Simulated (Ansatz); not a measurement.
The cell below belongs to a search over invented structures; it isn't taken from experiment.

Input and command of a plane-wave DFT calculation in Ansatz:

```yaml
crystal:
  lattice:
    - [0.0, 5.8401358003, 5.8401358003]
    - [5.8401358003, 0.0, 5.8401358003]
    - [5.8401358003, 5.8401358003, 0.0]
  atoms:
    - { symbol: Ca, position: [0.125, 0.125, 0.125] }
    - { symbol: Ca, position: [0.625, 0.625, 0.625] }
    - { symbol: Ca, position: [0.125, 0.125, 0.625] }
    - { symbol: Ca, position: [0.625, 0.625, 0.125] }
    - { symbol: Ca, position: [0.125, 0.625, 0.125] }
    - { symbol: Ca, position: [0.625, 0.125, 0.625] }
    - { symbol: Ca, position: [0.625, 0.125, 0.125] }
    - { symbol: Ca, position: [0.125, 0.625, 0.625] }
    - { symbol: P, position: [0.0, 0.0, 0.0] }
    - { symbol: P, position: [0.25, 0.25, 0.25] }
    - { symbol: O, position: [0.5, 0.5, 0.5] }
    - { symbol: O, position: [0.75, 0.75, 0.75] }
basis:
  ecutwfc: 420
kpoints:
  mp_grid: { grid: [6, 6, 6] }
hamiltonian:
  xc: pbe
scf:
  occupations: { method: gaussian, width: 0.1 }
output:
  forces: true
  stress: true
  eigenvalues: true
  write_density: true
  write_potential: true
  elf: true
  volumetric_format: npy
relax:
  adjacent_minimum: "off"
  f_tol: 0.01
  max_steps: 80
  cell: { stress_tol: 0.05 }
```

```bash
ansatz run input.yaml --threads 1 --pin off --max-ram 2560MiB --backend cpu --events-out ev --progress --plain --runs-dir out
```

Processor: Arm Neoverse N1, 1 thread, on a host shared with other jobs.

How long does it run, and how much memory does it take?

About 2.3 min, peak memory 0.75 GiB. It solves 63 bands at 16 k points (after reduction by symmetry) with about 7799 plane waves (on the last cell), in 14 SCF iterations over 2 ionic steps.
